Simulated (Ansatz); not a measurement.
## La₃Tl: frozen-core PAW against all-electron methods

```xyz
4
Lattice="5.0094 0.0000 0.0000 0.0000 5.0094 0.0000 0.0000 0.0000 5.0600" Properties=species:S:1:pos:R:3 pbc="T T T"
La    0.0000    2.5047    2.5300
La    2.5047    0.0000    2.5300
La    2.5047    2.5047    0.0000
Tl    0.0000    0.0000    0.0000
```

Atoms are numbered in the order listed.

The cell comes from COD entry 1522573, which wasn't checked; take it as a given geometry. The listed cell was then made from it by scaling, straining or moving an atom.

Spin–orbit coupling is left out, though it moves levels of the heavy atoms by tenths of an eV or more.

Methods: DFT, LDA, PAW with Ansatz's default frozen-core files, scalar-relativistic (Ansatz 0.2.0); DFT, LDA, all-electron PAW with datasets made for the crystal, scalar-relativistic (Ansatz 0.2.0); DFT, LDA, all-electron LAPW, scalar-relativistic (Ansatz 0.2.0).

For PAW: a Γ-centred 8×8×8 k mesh, Fermi–Dirac smearing of 0.08 eV, cutoff 420 eV, no spin polarisation; the PAW files were made with PBE, and the program remakes their frozen cores for this functional. The crystal-made all-electron datasets (AE datasets) take a cutoff of 260 eV at this cell. LAPW targets a basis error of 0.5 meV/atom. The Ansatz runs share mesh, smearing and spin set-up. Plane-wave (PAW) pressures include the program's estimate of the Pulay term.

Stress and pressure are positive in compression.

The change that made this cell: equal xx and yy strain of -1 %.

Spin–orbit coupling is left out, which moves gradients at and beside heavy atoms by some per cent and at worst by a factor of two.

In a metal, gradients converge slowly with the k mesh: the values move by tens of per cent from one mesh to another, at times in sign, so only the comparison on one mesh counts.

```json
{"quantity": "pressure (GPa)", "PAW": "-2.93", "AE datasets": "-2.90", "LAPW": "-2.90"}
{"quantity": "stress xx (GPa)", "PAW": "-2.84", "AE datasets": "-2.81", "LAPW": "-2.81"}
{"quantity": "stress zz (GPa)", "PAW": "-3.11", "AE datasets": "-3.08", "LAPW": "-3.08"}
{"quantity": "largest principal field gradient Vzz at La1 (10²¹ V/m²)", "PAW": "12.25", "AE datasets": "12.36", "LAPW": "–"}
{"quantity": "largest principal field gradient Vzz at La3 (10²¹ V/m²)", "PAW": "13.21", "AE datasets": "13.35", "LAPW": "–"}
{"quantity": "largest principal field gradient Vzz at Tl4 (10²¹ V/m²)", "PAW": "0.85", "AE datasets": "0.85", "LAPW": "–"}
```

PAW's pressure differs from the LAPW value by -0.03 GPa.
